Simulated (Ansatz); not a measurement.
AlBN2 in space group P3m1 (No. 156; B on 1b, N on 1b, Al on 1c, N on 1c), the program Ansatz at the PBEsol level (PAW), all energies at zero smearing, with the estimated change up to a 700 eV cutoff added, with one set of potentials and settings (totals compare only within such a set). Cell of 4 atoms (1 B, 2 N, 1 Al): -1438.274 eV.

| element | reference phase | E (eV/atom) |
|---|---|---|
| B | R-3m, 12 atoms in the cell | -152.6704 |
| N | Pa-3, 8 atoms in the cell | -378.4910 |
| Al | Fm-3m, 1 atoms in the cell | -524.5512 |

Formation energy per atom, worked out: (-1438.274 − 1×(-152.6704) − 2×(-378.4910) − 1×(-524.5512))/4 = -1.018 eV/atom (-98 kJ per mol of atoms), at 0 K, without zero-point energy or fitted corrections.

The start of the workflow was typed in or built on a structure type; neither database checked (COD, Materials Project) lists it. Whether it is the stable phase at ambient conditions was not checked. Symmetry was held in the PBEsol relaxation; whether a distortion lowers the energy is not shown. The references are the lowest solids computed at this level, not always the standard phases (solids in place of the gases).

Potentials: the earlier of the program's two PAW sets. The files were generated under PBE; for other functionals the program regenerates the frozen cores, and for LDA and PBEsol the local potential too.
